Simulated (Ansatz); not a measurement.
# How settings move the G0W0 gap of SnSe2 (P-3m1)

SnSe2 (P-3m1) from a database of computed structures, relaxed with r2SCAN+rVV10; one-shot G0W0 in Ansatz without spin-orbit coupling. No spin polarisation and no zero-point or thermal motion.

Space group P-3m1 (No. 164). a = 3.825 Å, b = 3.825 Å, c = 6.227 Å, α = 90.00°, β = 90.00°, γ = 120.00°
```
atom  site  symmetry       x       y       z
  Sn    1a      -3m.  0.0000  0.0000  0.0000
  Se    2d       3m.  0.6667  0.3333  0.7469
```

Gaps are read over the mesh points alone. G0W0 here is at a finite number of bands, screening cutoff and k mesh, not at the basis limit.
```tsv
start	potentials	frequency model	mesh	empty bands	screening cutoff (eV)	Kohn-Sham gap (eV)	G0W0 gap (eV)
PBE	PAW	contour deformation	6×6×4	235	120	0.79	1.30
PBE	PAW	contour deformation	6×6×4	584	220	0.79	1.29
PBE	PAW	contour deformation	6×6×4	1074	300	0.79	1.29
HSE06	PAW	contour deformation	6×6×4	584	220	1.41	1.63
r2SCAN	PAW	contour deformation	6×6×4	584	220	1.07	1.47
PBE0	PAW	contour deformation	6×6×4	584	220	2.06	1.80
PBE	PAW	Godby-Needs pole	6×6×4	584	220	0.79	1.35
PBE	PAW	contour deformation	12×12×4	128	80	0.74	1.27
PBE	norm-conserving	contour deformation	6×6×4	584	220	0.79	1.31
```

The quasiparticle gap on this mesh is 1.29 eV (k = (0, 1/6, -1/4) to L), against 0.79 eV from PBE: +0.50 eV. Renormalisation factors Z lie between 0.67 and 0.78.

Raising bands and cutoff together moves the gap by -0.01 eV (120 to 220 eV), then 0.00 eV (220 to 300 eV); the last step is small, which bounds nothing strictly. Starting from HSE06 (1.41 eV against PBE's 0.79 eV) gives 1.63 eV, +0.34 eV from G0W0@PBE at the same screening cutoff. Starting from r2SCAN (1.07 eV against PBE's 0.79 eV) gives 1.47 eV, +0.18 eV from G0W0@PBE at the same screening cutoff. Starting from PBE0 (2.06 eV against PBE's 0.79 eV) gives 1.80 eV, +0.51 eV from G0W0@PBE at the same screening cutoff. The Godby-Needs plasmon pole differs from contour deformation by +0.06 eV. Norm-conserving potentials (wave cutoff 1170 eV against 420 eV) shift the quasiparticle gap by +0.02 eV and the PBE gap by 0.00 eV. r2SCAN runs take a wave cutoff of 500 eV.

Coordinates of k points refer to the reciprocal vectors of the primitive cell of the runs.

The program warns that the k mesh is coarse for exact exchange in some of these runs, so their gaps aren't converged.
